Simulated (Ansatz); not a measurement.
Profile along the Sc–Sc line in Sc (hcp, Mg type)

Sc (hcp, Mg type)

```yaml
crystal:
  lattice:
    - [3.27714, 0.00000, 0.00000]
    - [-1.63857, 2.83808, 0.00000]
    - [0.00000, 0.00000, 5.08539]
  atoms:
    - { symbol: Sc, position: [0.33333, 0.66667, 0.75000] }
    - { symbol: Sc, position: [0.66667, 0.33333, 0.25000] }
```

Fields along a shortest Sc–Sc line of a (1 -1 0 0) plane (3.28 Å), from Sc to Sc, interpolated on the slice's grid (step about 0.2 Å). All values below come from PBEsol (plane waves to 420 eV, PAW, scalar-relativistic; Ansatz, a quantum-chemistry and plane-wave program). k mesh 16×16×9. These are valence fields of a PAW run, semicore shells included where kept as valence: close to a nucleus they are smooth pseudo fields. Sc is run without spin polarisation. Sc was relaxed with its symmetry unable to fall.

```
distance from Sc (Å)  valence electron density (e/Å³)  electron localisation function
--------------------  -------------------------------  ------------------------------
0.00                                             7.43                               x
0.16                                             7.37                               x
0.33                                             6.60                               x
0.49                                             4.69                               x
0.66                                             2.47                            0.75
0.82                                             0.98                            0.53
0.98                                             0.37                            0.22
1.15                                             0.19                            0.10
1.31                                             0.14                            0.12
1.48                                             0.12                            0.21
1.64                                             0.12                            0.28
1.80                                             0.12                            0.21
1.97                                             0.14                            0.12
2.13                                             0.19                            0.10
2.30                                             0.37                            0.22
2.46                                             0.98                            0.53
2.62                                             2.47                            0.75
2.79                                             4.69                               x
2.95                                             6.60                               x
3.12                                             7.37                               x
3.28                                             7.43                               x
```

x: too close to a nucleus for the ELF to mean much.

Density on the Sc–Sc line (3.28 Å) at its midpoint: 0.12 e/Å³. ELF at that point: 0.28.
